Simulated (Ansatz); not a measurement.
Task: Each is relaxed and computed with DFT-PBE+D3(BJ) in the program Ansatz with PAW potentials. Which alone has an imaginary phonon mode on a q-mesh?
(A) WSe2, P6_3/mmc (W on 2d, Se on 4f)
(B) BeS, P6_3/mmc (Be on 2c, S on 2d)
(C) WS2, P6_3/mmc (W on 2c, S on 4f)
(D) MoS2, P6_3/mmc (Mo on 2d, S on 4f)

Result: B, BeS, P6_3/mmc (Be on 2c, S on 2d). BeS: gap 3.28 eV (indirect), lowest mode -297 cm⁻¹; MoS2: gap 0.77 eV (indirect), lowest mode 0 cm⁻¹; WS2: gap 0.88 eV (indirect), lowest mode 0 cm⁻¹; WSe2: gap 0.87 eV (indirect), lowest mode 0 cm⁻¹. Constructed cells (a structure type filled with these elements, in neither database checked): BeS, P6_3/mmc (Be on 2c, S on 2d). Unstable at this level: BeS, P6_3/mmc (Be on 2c, S on 2d). All cells were relaxed under the symmetry of their starts (and spin orders); stability against distortions was not tested throughout. Rows with no word on spin ran without spin polarisation. Scalar-relativistic: spin–orbit coupling is off unless named, which matters more the heavier the elements.

Potentials: the later of the program's two PAW sets.
